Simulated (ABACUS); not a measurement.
Set-up for a self-consistent single point of Ta₂O₅ (P2/m, 7 atoms in the cell; from Materials Project mp-1238961, changed as shown).

```xyz
7
Lattice="3.9182 0.0000 0.0000 0.0000 3.9400 0.0000 -1.8553 0.0000 6.6595" Properties=species:S:1:pos:R:3 pbc="T T T"
Ta     1.0769     0.0000     5.2698
Ta     0.9860     0.0000     1.3898
O      1.1132     1.9700     5.3165
O      0.9497     1.9700     1.3430
O     -0.8718     0.0000     5.7979
O      2.9347     0.0000     0.8616
O      1.0315     0.0000     3.3298
```

Level of theory: LDA (PW92), PseudoDojo 0.4 standard norm-conserving LDA (tails mended) pseudopotentials (plane waves; ABACUS).

ABACUS settings:

```
setting                                                               value
---------------  ----------------------------------------------------------
KPT                                                       Gamma 8 8 4 0 0 0
basis_type                                                               pw
dft_functional                                                        PWLDA
ecutwfc                                                               84 Ry
smearing_method                                                          fd
smearing_sigma                                                0.00367493 Ry
potentials       PseudoDojo 0.4 standard norm-conserving LDA (tails mended)
symmetry                                                                  1
symmetry_prec                                                         1e-05
ks_solver                                                      dav_subspace
scf_nmax                                                                100
scf_thr                                                          1.0e-09 Ry
mixing_type                                                         broyden
mixing_beta                                                             0.4
```

Results:

| Property | Value |
|---|---|
| Number of valence electrons | 56 |
| Number of bands | 38 |
| Number of k-points after the program's reduction | 90 |
| Number of plane waves (most at a k-point) | 9062 |
| Number of SCF iterations | 12 |
| FFT grid | 45 × 45 × 80 |
| Free energy E − TS | -5801.4386 eV |
| Top of the valence band (on the code's own zero) | 5.89 eV |
| Gap on the k-point mesh | 1.99 eV |
| Pressure | -19.46 GPa |
| Largest force (vector length) | 0.117 eV/Å |

Forces (eV/Å):
```csv
atom,Fx,Fy,Fz
Ta1,-0.058,0.000,-0.052
Ta2,0.058,0.000,0.052
O3,-0.077,0.000,-0.070
O4,0.077,0.000,0.070
O5,0.060,0.000,0.101
O6,-0.060,0.000,-0.101
O7,0.000,0.000,0.000
```

Stress (GPa, positive for compression):
```
-17.50    0.00   -0.20
  0.00  -21.93    0.00
 -0.20    0.00  -18.96
```

The gap is read on the k-point mesh of the run and can differ from the gap over the whole zone at this level.

For comparison: a first run was changed to give this one (lattice scaled by 1.02), and from it to this one the free energy rises by 75.1 meV/atom, the pressure goes from -8.41 to -19.46 GPa, the largest force goes from 0.090 to 0.117 eV/Å and the gap on the mesh goes from 2.131 to 1.988 eV.

Spin-orbit coupling is left out, which matters for bands and gaps with elements this heavy. The structure comes from a collection of computed structures, made at another level of theory; the collection holds predicted forms beside known ones.

Cost on one core: about 4 core-minutes (a rough figure).

“Tails mended”: in these copies of the files the far tail of each local potential was reset to the Coulomb form.
